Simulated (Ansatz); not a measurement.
TePt (CsCl type, Pm-3m) at seven volumes, r²SCAN (plane waves, PAW; program Ansatz), scaled uniformly. One row is withheld.

```csv
V (Å³/atom),P (GPa)
18.322,15.94
18.926,9.67
19.530,4.43
20.134,0.00
20.738,-3.63
21.342,?
21.946,-9.07
```

Question: Fit the shown pressures and predict the withheld one.

Answer: Third-order Birch–Murnaghan: P = (3/2)B₀(x^(7/2) − x^(5/2))[1 + (3/4)(B′ − 4)(x − 1)] with x = (V₀/V)^(2/3). Least squares on the six rows gives V₀ = 20.139 Å³/atom, B₀ = 132.1 GPa, B′ = 5.18. At V = 21.342, x = 0.9621 and P = -6.60 GPa. The run itself gave -6.59 GPa.

The start of the workflow was typed in or built on a structure type; neither database checked (COD, Materials Project) lists it. COD files the formula under space group No. 166, 194. Its standing as an ambient phase is unchecked. Symmetry was held in the r²SCAN relaxation; whether a distortion lowers the energy is not shown. The run is not spin-polarised. Its formation energy is positive at this level, so the cell may be metastable or incomplete. Scalar-relativistic: spin–orbit coupling is off unless named, which matters more the heavier the elements.

Potentials: the later of the program's two PAW sets.
